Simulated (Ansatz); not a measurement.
This cell of ZnO (wurtzite) is off equilibrium:

```
CELL_PARAMETERS angstrom
      3.23518     0.00000     0.00000
     -1.61759     2.80175     0.00000
      0.00000     0.00000     5.21141
ATOMIC_POSITIONS crystal
  Zn 0.66667 0.33333 0.00241
  Zn 0.33333 0.66667 0.50241
  O  0.66667 0.33333 0.62279
  O  0.32207 0.65842 0.11836
```

Method: r2SCAN (plane waves to 500 eV, PAW, scalar-relativistic; Ansatz, a quantum-chemistry and plane-wave program). k mesh 9×9×5 (Γ-centred), Fermi-Dirac smearing 0.05 eV. Energies are smeared free energies. Compression counts positive. ZnO was relaxed with its symmetry unable to fall.

### Question
What forces act on the atoms (eV/Å, Cartesian)?

### Answer
| atom | Fx | Fy | Fz |
|---|---|---|---|
| Zn1 | -0.202 | -0.182 | -0.049 |
| Zn2 | -0.004 | -0.003 | -0.104 |
| O3 | -0.022 | -0.022 | -0.122 |
| O4 | 0.228 | 0.207 | 0.275 |

### Question
What is the stress tensor (GPa)?

### Answer
```
   1.12     0.72     0.40
   0.72    -0.25     0.36
   0.40     0.36    -0.63
```
The pressure, a third of the trace, is 0.08 GPa.

### Question
In it atom 4 sits (-0.023, -0.023, -0.023) Å away from its relaxed site. What is its energy relative to the relaxed cell?

### Answer
8.0 meV/cell.

(A displaced cell: forces are minus the slopes of the energy, force constants its curvatures, and phonons follow from these.)
